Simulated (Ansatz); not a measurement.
With the program Ansatz at the r²SCAN level (PAW), SiGe3 in the tetragonal phase (P-4m2; Si on 1a, Ge on 2g, Ge on 1c) relaxes to a = 3.967 Å, c = 5.600 Å. Si has 4 nearest neighbours from 2.41 Å (tetrahedral); Ge on 2g has 4 nearest neighbours from 2.41 Å (tetrahedral); Ge on 1c has 4 nearest neighbours from 2.45 Å (tetrahedral). Its formation energy from the elements is 0.8 kJ/mol of atoms, with no fitted shifts.

It is gapped at this level: 0.56 eV (indirect). The valence maximum lies at Γ and the conduction minimum at R (2 equivalent valleys). The screened hybrid HSE06 puts the gap at 0.93 eV. Gap from r²SCAN with spin–orbit coupling: 0.49 eV. The electron mass is 0.079, 0.11, 0.23 mₑ (principal values).

The bulk modulus is 78.1 GPa. Bader charges are Si +0.34, Ge -0.17 to 0.00 e.

The start of the workflow was typed in or built on a structure type; neither database checked (COD, Materials Project) lists it. Whether it is the stable phase at ambient conditions was not checked. Symmetry was held in the r²SCAN relaxation; whether a distortion lowers the energy is not shown. The references are the lowest solids computed at this level, not always the standard phases. Scalar-relativistic: spin–orbit coupling is off unless named, which matters more the heavier the elements.

Potentials: the earlier of the program's two PAW sets.
